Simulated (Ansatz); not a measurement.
CoH4Cl2O2:
```xyz
9
Lattice="3.6500 4.2051 0.0000 -3.6500 4.2051 0.0000 -0.5023 0.0000 3.4760" Properties=species:S:1:pos:R:3 pbc="T T T"
Co     0.0000     0.0000     0.0000
H     -1.0889     5.8296     2.9502
H      0.5866     2.5807     0.5258
H      0.5866     5.8296     0.5258
H     -1.0889     2.5807     2.9502
Cl    -2.1948     4.2051     1.9757
Cl     1.6925     4.2051     1.5003
O      0.0000     2.0075     0.0000
O      0.0000     6.4028     0.0000
```
The run is spin-polarised; directions of the spins, atom by atom: ↑ 0 0 0 0 0 0 0 0.

Relaxed with r²SCAN+D4. Special points in fractions of this cell's reciprocal vectors: Γ (0.000, 0.000, 0.000); A (0.000, 0.000, 0.500); I2 (0.488, 0.488, 0.500); I (-0.488, 0.512, 0.500); M2 (-0.500, 0.500, 0.500); Y (0.500, 0.500, 0.000); L2 (0.000, 0.500, 0.500); V2 (0.000, 0.500, 0.000).

Problem. List the band energies nearest the valence-band maximum at these points for the program Ansatz at the r²SCAN+D4 level (PAW).

Solution. In eV from the valence-band maximum; about four levels below and three above (degenerate sets whole), none deeper than 8.9 eV; points with the same levels are listed once.

```csv
k,below,above
Γ ↑,-2.05 -1.69 -0.86 -0.54,4.11 6.21 6.63
A ↑,-1.94 -1.64 -1.57 -0.81,7.12 7.68 8.30
I2 ↑,-1.91 -1.91 -1.10 -0.69,5.31 6.10 7.36
M2 ↑,-1.91 -1.91 -1.10 -0.69,5.31 6.10 7.35
Y ↑,-2.14 -1.45 -1.32 -0.73,6.67 7.45 7.61
L2 ↑,-1.92 -1.81 -1.22 -0.98,6.42 6.64 8.19
V2 ↑,-2.17 -1.61 -0.84 -0.69,6.03 6.12 7.88
Γ ↓,-2.16 -1.89 -0.38 -0.27,1.64 2.45 3.34
A ↓,-2.72 -2.46 -0.32 -0.31,1.69 2.56 3.25
I2 ↓,-2.19 -2.07 -0.49 -0.32,1.51 2.71 3.51
Y ↓,-2.51 -1.97 -0.49 0.00,1.64 2.31 3.07
L2 ↓,-2.32 -2.26 -0.41 -0.32,1.58 2.58 3.42
V2 ↓,-2.35 -2.01 -0.35 -0.19,1.64 2.48 3.24
```

Space group C2/m. The workflow started from a Materials Project entry (that database holds measured and hypothetical structures alike); the Crystallography Open Database files this formula in space group No. 12, but the cells were not matched. Its standing as an ambient phase is unchecked. The r²SCAN+D4 relaxation kept the symmetry of its start; its stability against distortions is not shown here. Magnetic state: ferromagnetic, the only order run, not a proven ground state. The cell computed holds one magnetic atom, so no antiferromagnetic order was within reach. Other orbital occupations within this spin state were not tried. No Hubbard U is applied.

Potentials: the later of the program's two PAW sets.
